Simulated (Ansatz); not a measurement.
# AlCo3: pressure against volume

AlCo3, Pm-3m, a = 3.586 Å. The structure is a Materials Project entry; whether it is the stable form wasn't checked. Ansatz: r2SCAN, PAW, 500 eV, Γ-centred 12×12×12 mesh on 4 atoms, Gaussian smearing 0.10 eV; collinear spin, largest moment 1.6 μB. Symmetry fixes shape and atoms, so the cell is only scaled; pressure is positive in compression.

```tsv
V (Å³/atom)	P (GPa)
10.148	?
10.494	18.68
10.840	11.10
11.186	4.98
11.532	0.01
11.878	-4.27
12.224	-8.17
12.685	-12.79
```

**Question.** Take V0 = 11.532 Å³/atom, count pressures from its P0 = 0.01 GPa, fit the third-order Birch–Murnaghan form to the other rows, and predict the missing pressure.

**Answer.** With the Eulerian strain f = ½[(V0/V)^(2/3) − 1] and y = (P − P0)/[3f(1 + 2f)^(5/2)], the form is the line y = B0 + 1.5 B0 (B0′ − 4) f. Rows (f, y): 0.03245, 163.9; 0.02106, 158.3; 0.01026, 153.5; -0.00976, 153.6; -0.01905, 157.7; -0.03078, 162.5. Means f = 0.0006967, y = 158.25; Σ(Δf)² = 0.003004, ΣΔfΔy = 0.06071; the slope is their ratio. y = 158.2 + 20.21 f GPa, so B0 = 158.2 GPa and B0′ = 4 + 2 × (20.21)/(3 × 158.2) = 4.09. At V = 10.148, f = 0.04449, y = 159.10 and P = 26.29 GPa. The run gave 27.92 GPa, so the fit is 1.63 GPa too low, 4 % of the span of the series, against an rms of 0.29 GPa on the fitted rows. The row lies outside the fitted range. The points of y bend away from a line: a fourth-order term fitted to them gives P = 28.71 GPa at this row's volume (the line 26.29, the run 27.92). The records add, with no proof that it causes the miss: the largest moment runs from 1.46 to 1.74 μB along the series.

The largest moment runs from 1.46 to 1.74 μB along the series, so B0 and B0′ hold the change of the moment too.

The state reached may not be the lowest one.